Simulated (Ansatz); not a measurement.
SrO:
```yaml
crystal:
  lattice:
    - [0.00000, 2.56121, 2.56121]
    - [2.56121, 0.00000, 2.56121]
    - [2.56121, 2.56121, 0.00000]
  atoms:
    - { symbol: Sr, position: [0.00000, 0.00000, 0.00000] }
    - { symbol: O, position: [0.50000, 0.50000, 0.50000] }
```

Relaxed with PBEsol.

Question: Give the optical modes at the zone centre with their infrared activity from DFPT, the program Ansatz at the PBEsol level (PAW).

Answer: Transverse frequencies, without the LO–TO term; a row sums one degenerate level.

```json
[
 {"ω (cm⁻¹)": "203", "degeneracy": "3", "IR ((D/Å)²/amu)": "30.89", "activity": "IR", "symmetry": "T1u"}
]
```

Question: How high does the top mode go among those that the LO–TO term moves?

Answer: 458 cm⁻¹ for q along x.

Space group Fm-3m (rock salt). Symmetry was held in the PBEsol relaxation; of distortions, only those at the zone centre were tested.

Potentials: the later of the program's two PAW sets.
